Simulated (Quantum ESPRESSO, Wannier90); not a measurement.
**TiGe₂ (Fddd): Wannier90 run**

```
begin unit_cell_cart
ang
    2.5122500000    4.3089850000    0.0000000000
    2.5122500000   -4.3089850000    0.0000000000
   -2.5122500000    0.0000000000   -4.3796050000
end unit_cell_cart
begin atoms_frac
Ti  -0.2500000000  0.2500000000  0.5000000000
Ti   0.5000000000  0.5000000000  0.0000000000
Ge   0.0826300000 -0.0826300000  0.5000000000
Ge   0.4173700000 -0.4173700000  0.5000000000
Ge   0.1673700000 -0.1673700000  0.0000000000
Ge  -0.1673700000  0.1673700000  0.0000000000
end atoms_frac
```

Materials Project entry mp-567889; symmetrised, unrelaxed at this level. COD (Crystallography Open Database) has an entry of this formula and space group (matched by these alone). Method: PBEsol plane waves in Quantum ESPRESSO 7.5 (PseudoDojo norm-conserving files, 68 Ry, no spin polarisation, no spin-orbit coupling), Bloch states on a 4×4×4 mesh through Γ, Wannier90 4.0.1. Density: 8×8×8 mesh, cold smearing 0.01 Ry. Spin-orbit coupling, left out, would split the p-like bands by a few tenths of an eV.

A tight-binding model is made by disentanglement and projection with no localisation steps (num_iter = 0), so the 34 orbitals stay atom-like: hydrogen-like Ti: s;p;d; Ge: s;p, axes along x, y, z; frozen window up to 1.50 eV relative to the Fermi level. It follows pw.x to 13 meV rms for states up to 1.0 eV relative to the Fermi level. Matrix elements depend on this choice of orbitals and windows.

Problem. What are the on-site energies relative to the Fermi level, and how fast do the hoppings decay?

Solution. 
| atom | orbitals | energy (eV) |
|---|---|---|
| Ti1 | s | 4.65 |
| Ti1 | pz | 9.52 |
| Ti1 | px | 8.45 |
| Ti1 | py | 8.27 |
| Ti1 | dz2 | 1.17 |
| Ti1 | dxz dyz | 1.23 |
| Ti1 | dx2-y2 dxy | 1.19 |
| Ti2 | s | 4.65 |
| Ti2 | pz | 9.52 |
| Ti2 | px | 8.45 |
| Ti2 | py | 8.27 |
| Ti2 | dz2 | 1.17 |
| Ti2 | dxz dyz | 1.23 |
| Ti2 | dx2-y2 dxy | 1.19 |
| Ge3 | s | -5.21 |
| Ge3 | pz | 3.28 |
| Ge3 | px | 2.98 |
| Ge3 | py | 2.71 |
| Ge4 | s | -5.21 |
| Ge4 | pz | 3.28 |
| Ge4 | px | 2.98 |
| Ge4 | py | 2.71 |
| Ge5 | s | -5.21 |
| Ge5 | pz | 3.28 |
| Ge5 | px | 2.98 |
| Ge5 | py | 2.71 |
| Ge6 | s | -5.21 |
| Ge6 | pz | 3.28 |
| Ge6 | px | 2.98 |
| Ge6 | py | 2.71 |

```tsv
distance of the centres (Å)	largest modulus (eV)
2–3	2.4
3–4	0.67
4–5	0.30
5–6	0.53
6–7	0.14
```
